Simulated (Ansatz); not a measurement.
# Relaxing a structure of Bi₂Se₃

The start is a generated cell, Bi2Se3 built in the AFLOW prototype A3B2_hP5_164_ad_d (D5_13, as in Al3Ni2). The cell and all atomic positions are relaxed at zero pressure with r2SCAN (plane waves to 500 eV, PAW, scalar-relativistic; Ansatz, an electronic-structure program). First-step values are on the input's coarse k-mesh.

Ansatz input (later rounds restart from its end on a renewed k-mesh):
Ansatz 0.2 input:
```yaml
crystal:
  lattice:
    - [5.1532561, 0, 0]
    - [-2.576628, 4.4628507, 0]
    - [0, 0, 6.2565201]
  atoms:
    - { symbol: Se, position: [0, 0, 0] }
    - { symbol: Se, position: [0.33333333, 0.66666667, 0.648] }
    - { symbol: Se, position: [0.66666667, 0.33333333, 0.352] }
    - { symbol: Bi, position: [0.33333333, 0.66666667, 0.149] }
    - { symbol: Bi, position: [0.66666667, 0.33333333, 0.851] }
basis: { ecutwfc: 500, ecutrho_ratio: 4, xc_grid: 4, fft_grid_basis: typed }
kpoints: { mp_grid: { grid: [5, 5, 4] } }
hamiltonian:
  xc: r2scan
  dispersion: none
  pseudopotentials: { azcp: { folder: ./paw }, kind: paw }
scf: { occupations: { method: fermi_dirac, width: 0.05 } }
relax: { f_tol: 0.01, max_steps: 100, cell: { stress_tol: 0.02 } }
output: { forces: true, stress: true }
```

Task: What is the largest force in the starting geometry, and on which atom (counted from 1)?

Result: 1.41 eV/Å, on Bi4, Bi5 (atoms numbered as listed).

Task: How much energy is released per atom?

Result: 0.48 eV/atom.

Task: How does the volume change?

Result: +6.7 %, from 28.78 to 30.71 Å³/atom.

Task: Is the relaxed structure metallic? Give its gap.

Result: 0.92 eV, direct at Γ (no spin-orbit coupling).

Task: What does it relax into? Give the structure.

Result: 
Space group P-3m1 (No. 164); a = 4.161 Å, b = 4.161 Å, c = 10.237 Å, α = 90.00°, β = 90.00°, γ = 120.00°

```
atom  site  symmetry       x       y       z
----  ----  --------  ------  ------  ------
Se      1a      -3m.  0.0000  0.0000  0.0000
Se      2d       3m.  0.6667  0.3333  0.3410
Bi      2d       3m.  0.3333  0.6667  0.1900
```

The space group stays P-3m1 (No. 164) (the run could not lower it), with 5 atoms in the primitive cell. Final values are on a 9×9×4 k-mesh of the relaxed cell. No spin polarisation in the result. Without spin-orbit coupling the bands of the heavy element are not split, so the gap can be far off.

The run could not lose the symmetry of its start; a randomly shaken copy of 10 atoms returns to this structure.

The relaxed structure here is a generated cell of Bi2Se3: the first start was made by placing the elements on the sites of a structure type, and the end was not matched to a known phase here, so it may be hypothetical. Known forms of Bi2Se3 include space group No. 166.
